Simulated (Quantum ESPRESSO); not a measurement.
# Planted mistakes on one cell of Mg2GaS3Cl

The results below are calculated, not measured. They come from pw.x of Quantum ESPRESSO 7.5, a plane-wave density functional program, with PseudoDojo standard norm-conserving files (v0.5 for PBE, v0.4.1 for LDA and PBEsol). The cells are made up: elements, strain and atom displacements were drawn at random, and nothing was relaxed. There is no spin polarisation, spin-orbit coupling or dispersion term.

The cell has 8 sites of a zincblende or diamond lattice. Sites 1 to 4 hold empty Mg Ga Mg; sites 5 to 8 hold S S Cl S. Cell vectors in Å: (5.549, 0.017, 0.078); (0.017, 5.530, -0.052); (0.078, -0.052, 5.490). Settings: PBE, cutoff 1143 eV, 4 x 4 x 4 k mesh shifted by half a step, Fermi-Dirac smearing of 0.025 eV.

The intended run has a self-consistency threshold of 1e-07 eV, a smearing term of 0.000 eV, a pressure of 3.18 GPa and 11 iterations. Each further run changes one thing: all lengths scaled by 0.9931; atoms of sites 5 and 7 exchanged; cutoff 642 eV; files of PBEsol; k mesh 1 x 1 x 1; one electron added; smearing 0.88 eV; threshold 0.4 eV. A coarse mesh keeps the shift, and a charged cell sits in a uniform background.

| run | change of free energy (eV) | smearing term -TS (eV) | change of P (GPa) | largest change of a force component (eV/Å) | iterations |
| --- | --- | --- | --- | --- | --- |
| A | 2.619 | 0.000 | 3.59 | 0.543 | 12 |
| B | -1.514 | -4.267 | 3.14 | 0.685 | 11 |
| C | 8.405 | 0.000 | -1.77 | 0.094 | 10 |
| D | 0.082 | 0.000 | 1.26 | 0.156 | 11 |
| E | 21.847 | 0.000 | -110.54 | 0.049 | 10 |
| F | 5.604 | -0.010 | 12.56 | 1.065 | 10 |
| G | 0.154 | 0.000 | -0.55 | 1.110 | 3 |
| H | -0.041 | 0.000 | -0.12 | 2.443 | 10 |

A rerun of the intended cell at 1437 eV and k mesh 6 x 6 x 6 moved values by no more than 0.002 eV in the cell's energy, 0.02 GPa in stress and 0.006 eV/Å in force.

Question: which change belongs to which run?

## Worked reading

Run G has the fewest iterations, as a run stopped early does. Run B has the largest smearing term, as wide smearing gives. Run E has a higher energy and the largest fall in pressure, as too small a basis gives. Run D changes the volume by a factor of 0.9794; minus its pressure change over the logarithm of that factor, 61 GPa, is a rough bulk modulus with clamped atoms. Energies from files of another functional, or of a charged cell, have another zero and say nothing on stability; the pressure of a charged cell rests on the program's zero of potential too.

## Key

```
run                            change
  A                  k mesh 1 x 1 x 1
  B                  smearing 0.88 eV
  C                   files of PBEsol
  D      all lengths scaled by 0.9931
  E                     cutoff 642 eV
  F                one electron added
  G                  threshold 0.4 eV
  H  atoms of sites 5 and 7 exchanged
```